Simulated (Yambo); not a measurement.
```
CELL_PARAMETERS angstrom
     -2.01274     2.01274     6.88062
      2.01274    -2.01274     6.88062
      2.01274     2.01274    -6.88062
ATOMIC_POSITIONS crystal
  Li 0.25000 0.75000 0.50000
  S  0.65286 0.65286 0.00000
  S  0.34714 0.34714 0.00000
  Zn 0.75000 0.25000 0.50000
  Rb 0.00000 0.00000 0.00000
```

RbLiZnS2 (space group I-4m2, No. 119): mean Im ε in 1 eV windows above the direct gap of 3.96 eV, for different electron-hole kernels (Yambo, broadening 0.15 eV, PBEsol (Quantum ESPRESSO, PseudoDojo norm-conserving, 84 Ry, no spin-orbit coupling) bands; 6×6×6 mesh, 6 valence and 5 conduction bands, static screening with 62 bands and a 3 Ry block, scissor 1.65 eV, Tamm-Dancoff; field along x).

```csv
window (eV),independent quasiparticles,BSE
4.0 to 5.0,1.5,4.3
5.0 to 6.0,3.0,4.9
6.0 to 7.0,4.8,6.6
7.0 to 8.0,7.2,4.4
```

This run doesn't resolve bound excitons or single peaks, so only averages are given, and they too depend on the mesh; weight that the attraction moves below the gap isn't listed. All transitions below 8.44 eV are in the band window. The scissor comes from a G0W0 run whose convergence isn't established.

Geometry of the Materials Project entry, not relaxed at this level.

The structure is a Materials Project entry; no match was found in the copy of COD used, and its stability was not checked.
